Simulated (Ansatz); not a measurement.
Input, command and steps of an Ansatz relaxation.

```yaml
crystal:
  lattice:
    - [3.3504553646, 3.3504553646, 0.0]
    - [-3.2683363605, 3.2683363605, 0.0]
    - [0.0, 0.0, 6.5366727211]
  atoms:
    - { symbol: In, position: [0.0, 0.5, 0.75] }
    - { symbol: In, position: [0.5, 0.0, 0.75] }
    - { symbol: In, position: [0.5, 0.0, 0.25] }
    - { symbol: In, position: [0.0, 0.5, 0.25] }
    - { symbol: Au, position: [0.0, 0.0, 0.0] }
    - { symbol: Au, position: [0.5, 0.5, 0.5] }
basis:
  ecutwfc: 500
kpoints:
  mp_grid: { grid: [8, 8, 6] }
hamiltonian:
  xc: r2scan
scf:
  occupations: { method: gaussian, width: 0.1 }
output:
  forces: true
  stress: true
  eigenvalues: true
relax:
  adjacent_minimum: "off"
  f_tol: 0.008
  max_steps: 40
  cell: { stress_tol: 0.015, fix: [a, angles] }
```

```bash
ansatz run input.yaml --threads 1 --pin off --max-ram 2560MiB --backend cpu --events-out ev --progress --plain --runs-dir out
```

Method: Ansatz 0.2.0, DFT r2SCAN, scalar-relativistic, plane waves, PAW.

Of 5 frames 4 are shown, positions in Å and forces in eV/Å; the SCF threshold varies from step to step. Steps run on the plane waves of an earlier cell, with a Pulay correction in the pressure. The basis is chosen afresh for the last frame, the zero of the energies, and at times for earlier ones too; energy and pressure can step there, also at an unchanged geometry. Where two frames share a geometry here, they differ by under 2 meV/atom and 0.3 GPa.

```xyz
6
Lattice="3.3505 3.3505 0.0000 -3.2683 3.2683 0.0000 0.0000 0.0000 6.5367" Properties=species:S:1:pos:R:3:forces:R:3 pbc="T T T" step=1 free_energy_over_end_meV_per_atom=0.66 pressure_GPa=-0.62
In   -1.6342    1.6342    4.9025    0.0000    0.0000   -0.1027
In    1.6752    1.6752    4.9025    0.0000    0.0000    0.1027
In    1.6752    1.6752    1.6342    0.0000    0.0000   -0.1027
In   -1.6342    1.6342    1.6342    0.0000    0.0000    0.1027
Au    0.0000    0.0000    0.0000    0.0000    0.0000    0.0000
Au    0.0411    3.3094    3.2683    0.0000    0.0000    0.0000
6
Lattice="3.3505 3.3505 0.0000 -3.2756 3.2756 0.0000 0.0000 0.0000 6.5004" Properties=species:S:1:pos:R:3:forces:R:3 pbc="T T T" step=2 free_energy_over_end_meV_per_atom=0.31 pressure_GPa=-0.43
In   -1.6378    1.6378    4.8496    0.0000    0.0000    0.0783
In    1.6752    1.6752    4.9010    0.0000    0.0000   -0.0783
In    1.6752    1.6752    1.5994    0.0000    0.0000    0.0783
In   -1.6378    1.6378    1.6508    0.0000    0.0000   -0.0783
Au    0.0000    0.0000    0.0000    0.0000    0.0000    0.0000
Au    0.0374    3.3130    3.2502    0.0000    0.0000    0.0000
6
Lattice="3.3505 3.3505 0.0000 -3.2767 3.2767 0.0000 0.0000 0.0000 6.5109" Properties=species:S:1:pos:R:3:forces:R:3 pbc="T T T" step=3 free_energy_over_end_meV_per_atom=-0.01 pressure_GPa=-0.56
In   -1.6384    1.6384    4.8694    0.0000    0.0000   -0.0007
In    1.6752    1.6752    4.8969    0.0000    0.0000    0.0007
In    1.6752    1.6752    1.6139    0.0000    0.0000   -0.0007
In   -1.6384    1.6384    1.6415    0.0000    0.0000    0.0007
Au    0.0000    0.0000    0.0000    0.0000    0.0000    0.0000
Au    0.0369    3.3136    3.2554    0.0000    0.0000    0.0000
6
Lattice="3.3505 3.3505 0.0000 -3.2767 3.2767 0.0000 0.0000 0.0000 6.5095" Properties=species:S:1:pos:R:3:forces:R:3 pbc="T T T" step=5 free_energy_over_end_meV_per_atom=0.00 pressure_GPa=-0.54
In   -1.6383    1.6383    4.8682    0.0000    0.0000    0.0000
In    1.6752    1.6752    4.8960    0.0000    0.0000    0.0000
In    1.6752    1.6752    1.6135    0.0000    0.0000    0.0000
In   -1.6383    1.6383    1.6413    0.0000    0.0000    0.0000
Au    0.0000    0.0000    0.0000    0.0000    0.0000    0.0000
Au    0.0369    3.3136    3.2547    0.0000    0.0000    0.0000
```

Time: 3.7 min on 1 thread of Oxide Virtual Turin-like Processor (Zen 5) (shared host), peak memory 1.1 GiB.

Spin–orbit coupling is left out, which can shift energies with elements as heavy as these.